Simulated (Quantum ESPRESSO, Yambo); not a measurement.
Ba2CaMoO6 (space group Fm-3m, No. 225). The geometry is that of Materials Project entry mp-19403, symmetrised and not relaxed again. Chain: PBEsol (pw.x of Quantum ESPRESSO, ONCV potentials, without SOC); G0W0 in Yambo (2×2×2 Γ-centred k mesh, bands 2 to 296 and a 8 Ry block in the screening, 296 bands in G with the Bruneval-Gonze terminator, plasmon pole fitted at 27.2 eV); BSE (4×4×4 mesh, 16 valence and 6 conduction bands, static screening with 96 bands and a 3 Ry block, scissor 1.46 eV, Tamm-Dancoff).

The PBEsol gap (dense path) is 1.98 eV. The PBEsol gap Γ → X on the GW mesh is 1.98 eV and the PBEsol smallest direct gap on the GW mesh, at X is 2.03 eV. The G0W0 direct gap at that point is 3.49 eV and the G0W0 correction to the gap Γ → X comes out as 1.46 eV. The direct gap on the BSE mesh, with the scissor is 3.49 eV, the first BSE state allowed for light along x is 3.25 eV and the lowest BSE state is 2.69 eV. The binding of the lowest exciton is 0.80 eV.

Rough cost of the Yambo steps against G0W0 for 6 states: BSE within a factor of two.

Nearest settings tried, and what they do to the gap: 116 bands in G: +34 meV; 142 bands in W: +67 meV; 3 Ry block (113 vectors against 459): +88 meV. Not varied: mesh. So the settings aren't converged at that level. The k mesh is coarse. The BSE states are vertical excitations (zero momentum). Convergence of the binding with the mesh was not shown.

Spin-orbit splittings are left out.
